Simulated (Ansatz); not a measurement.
Crystals of one structure type (bcc (W type)), relaxed and computed with plane-wave PAW r²SCAN+D4 (Ansatz code).

```
crystal       a (Å)                                   spin order and moments (μB)
-------  ----------  ------------------------------------------------------------
K             5.324                                            not spin-polarised
Cr            2.948  antiferromagnetic; net 0.00 per atom; largest site about 2.8
Fe       (withheld)                                                    (withheld)
Rb            5.723                                            not spin-polarised
Nb            3.297                                            not spin-polarised
Mo            3.144                                            not spin-polarised
Ba            5.050                                            not spin-polarised
W             3.163                                            not spin-polarised
```

Task: What belongs in the gaps?

Result: 
- Fe, a (Å): 2.860
- Fe, spin order and moments (μB): ferromagnetic; net 2.65 per atom; largest site about 2.8

Spin orders computed, not proven ground states: Cr, bcc (W type) antiferromagnetic; Fe, bcc (W type) ferromagnetic. All cells were relaxed under the symmetry of their starts (and spin orders); stability against distortions was not tested throughout. Rows with no word on spin ran without spin polarisation. Spin–orbit coupling is left out wherever it is not named.

Potentials: the earlier of the program's two PAW sets.
